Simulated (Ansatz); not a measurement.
Input file for Ansatz (a quantum-chemistry and plane-wave program):

Ansatz 0.2 input:
```yaml
crystal:
  lattice:
    - [-1.4157176955, 1.4157176955, 1.4157176955]
    - [1.4157176955, -1.4157176955, 1.4157176955]
    - [1.4157176955, 1.4157176955, -1.4157176955]
  atoms:
    - { symbol: Fe, position: [0.0, 0.0, 0.0], spin: 2.24 }
kpoints:
  mp_grid: { grid: [42, 42, 42] }
hamiltonian:
  xc: pbe
  pseudopotentials: { azcp: { folder: ./paw }, kind: paw }
magnetization: { spin_polarized: true }
scf:
  occupations: { method: fermi_dirac, width: 0.1 }
elastic: { mode: relaxed_ion, stencil: two_point, amplitude: 0.005, f_tol: 0.0005 }
```

Output (shortened):

```
Pseudopotential: Fe, paw, valence charge 16
Functional definition: PBE
a single point of the input's cell can leave the moments in the input for a lower state (scf.lower_state_search) …
Crystal: 1 atoms, lattice volume = 11.350 Å³
Basis set: ecut = 420 eV, 225 PW (Γ), exchange–correlation on 36×36×36 points (8 copies of the dense FFT grid, shifted against one another)
Bands: 14, of which v1, the nominal top of the filled ones, is band 8 counted from 1 (7 counted from 0)
Symmetry: 48 space group operations
Space group: Im-3m (ITA 229), of the structure as read, at distance tolerance 2.2e-5 Å
k-points: 1903 of 74088
Starting moments: Σ|m| = 2.24 μB on 1 of 1 site
SCF 1 converged in 10 iterations: F = -4480.503321 eV  dr2 = 2.62e-11
a single point of the input's cell can leave the moments in the input for a lower state (scf.lower_state_search) …
Crystal: 1 atoms, lattice volume = 11.350 Å³
Stability of the state it starts from, as read at its close in the collinear treatment …
Starting moments: Σ|m| = 2.24 μB on 1 of 1 site; this step starts from the density that it was given
SCF 2 converged in 6 iterations: F = -4480.503321 eV  dr2 = 1.37e-14
Crystal: 1 atoms, lattice volume = 11.293 Å³
Symmetry: 16 space group operations
k-points: 5214 of 74088
SCF 3 converged in 10 iterations: F = -4480.503057 eV  dr2 = 6.61e-14
Crystal: 1 atoms, lattice volume = 11.407 Å³
SCF 4 converged in 8 iterations: F = -4480.503096 eV  dr2 = 4.48e-15
Crystal: 1 atoms, lattice volume = 11.350 Å³
Symmetry: 8 space group operations
k-points: 9955 of 74088
SCF 5 converged in 9 iterations: F = -4480.503223 eV  dr2 = 4.93e-14
Crystal: 1 atoms, lattice volume = 11.350 Å³
SCF 6 converged in 7 iterations: F = -4480.503223 eV  dr2 = 2.02e-14
SCF converged after 6 iterations
Magnetization: 2.1607 μB (9.0803 up, 6.9197 down)
Absolute magnetization: 2.2747 μB (∫|ρ↑−ρ↓|, with the PAW one-centre terms)
Spin contamination: 0.0368 ħ² per cell (⟨S²⟩ above its minimum at these occupations)
Per-site moments (μB) at R_I (Å): [(2.206565099083042, 1.011489178334384)]
Free energy (F): -4480.503321 eV
Harris-Foulkes:  -4480.503321 eV  (|F-HF|=0.00e0)
Internal energy: -4480.472216 eV  (E = F + TS)
E sigma→0 (E₀):  -4480.487768 eV
Entropy (-TS):   -0.031105 eV (-31.105 meV/atom)
Fermi energy:    18.457076 eV
--- Per-component energies (eV) ---
  E_band       = -213.208563
  E_kinetic    = 330.656877
  E_local      = -2111.725568  (includes V_loc(G=0)·N_el)
  E_nonlocal   = 289.101910
  E_hartree    = 872.913798
  E_xc         = -110.777544
  E_vxc        = -142.313481  (∫ρ·V_xc dr)
  E_paw        = -1381.640846  (= ΣΔE_a)
  E_vpaw       = -324.754873  (= ΣTr[D̂ρ^β])
  E_aug_tail   = -0.001016  (compensation charges beyond the density's cutoff)
  E_ewald      = -2368.999827
  E_smearing   = -0.031105  (= −TS)
  E_closure    = 0.000000  (closes the sum)
  Σ components = -4480.503321   (vs F -4480.503321, Δ=0.00e0)
--- Forces (eV/Å), atoms counted from 1 ---
  atom   1  Fe     0.00000000     0.00000000     0.00000000
  max |Σ_I F_I| component: 0.0 eV/Å
--- Stress (GPa, compression-positive) ---
        0.046417       0.000000       0.000000
        0.000000       0.046417       0.000000
        0.000000       0.000000       0.046417
  P = ⅓ Tr σ = 0.0464 GPa (0.464 kbar)
--- Band table (eV; the first three rows and the last of 3806) ---
  k-point 0 ↑: bands = ["-69.6296", "-35.4261", "-35.4261", "-35.4261", "9.9069", "16.1444", "16.1444", "16.1444", "17.3599", "17.3599", "42.8202", "42.8202", "42.8202", "48.2507"]
  k-point 1 ↑: bands = ["-69.6292", "-35.4284", "-35.4269", "-35.4261", "9.9306", "16.1378", "16.1441", "16.1572", "17.3529", "17.3604", "42.6725", "42.7940", "42.8090", "48.1102"]
  k-point 2 ↑: bands = ["-69.6278", "-35.4355", "-35.4292", "-35.4261", "10.0016", "16.1182", "16.1427", "16.1956", "17.3331", "17.3620", "42.2564", "42.7099", "42.7766", "47.7998"]
  k-point 1902 ↓: bands = ["-66.8686", "-33.1856", "-33.1856", "-33.1856", "15.3691", "15.3691", "20.7523", "20.7523", "20.7523", "28.5271", "28.5271", "28.5271", "35.1315", "35.1315"]
--- Elastic constants: 2 strain directions × 2 members + reference (group order 48) ---
  dense FFT box of the reference and of every strained cell: 18×18×18
  strains applied: 11, 23; error gains: componentwise 1.00 (the most a stress slope's error grows in a printed constant), spectral 1.73 (1 for all six strains …
  C = ∂σ_k/∂η_j (tension-positive GPa; Voigt order 11 22 33 23 13 12):
       277.432    149.834    149.834      0.000      0.000      0.000
       149.834    277.432    149.834      0.000      0.000      0.000
       149.834    149.834    277.432      0.000      0.000      0.000
         0.000      0.000      0.000    111.073      0.000      0.000
         0.000      0.000      0.000      0.000    111.073      0.000
         0.000      0.000      0.000      0.000      0.000    111.073
  reference stress σ⁰ (GPa):     -0.046     -0.046     -0.046      0.000      0.000      0.000
  moduli (Voigt/Reuss/Hill, GPa): K = 192.37/192.37/192.37   G = 92.16/85.68/88.92   E = 231.15   ν = 0.300
  mechanically stable: yes (min eigenvalue of sym C = 111.07 GPa)
  strain η (Voigt 11):  stress-route row diagonal C_11 = 277.43 GPa, energy-path curvature d²(F+E_count+ΔE)/dδ²/Ω₀ = 277.50 GPa
         δ    σ_11 (GPa)             F (eV)   n_scf  n_hpsi   n_pw
    -5.000e-3      -1.4654       -4480.5030571      10  3170562    236   relax 0 steps, max|allowed force component| 0.00e0 eV/Å
     5.000e-3       1.3090       -4480.5030960       8  2845062    236   relax 0 steps, max|allowed force component| 0.00e0 eV/Å
  strain η (Voigt 23):  stress-route row diagonal C_44 = 111.07 GPa, energy-path curvature d²(F+E_count+ΔE)/dδ²/Ω₀ = 111.13 GPa
         δ    σ_23 (GPa)             F (eV)   n_scf  n_hpsi   n_pw
    -5.000e-3      -0.5554       -4480.5032231       9  5926753    236   relax 0 steps, max|allowed force component| 0.00e0 eV/Å
     5.000e-3       0.5554       -4480.5032231       7  4883396    236   relax 0 steps, max|allowed force component| 0.00e0 eV/Å
```

Cost: around 21 core-minutes (rough) on shared cores.

Symmetry was held in the PBE relaxation. Spin order of the final state: ferromagnetic, chosen from 3 collinear starts compared on coarse meshes (ties went to the first, and starts can fall back to one state), not a proven ground state. Textbook magnetic order: ferromagnetic. As this level gives no gap, shear constants depend on the k-mesh and smearing (Fermi–Dirac, 0.1 eV here).

Potentials: the earlier of the program's two PAW sets.

Ansatz is a plane-wave DFT program.
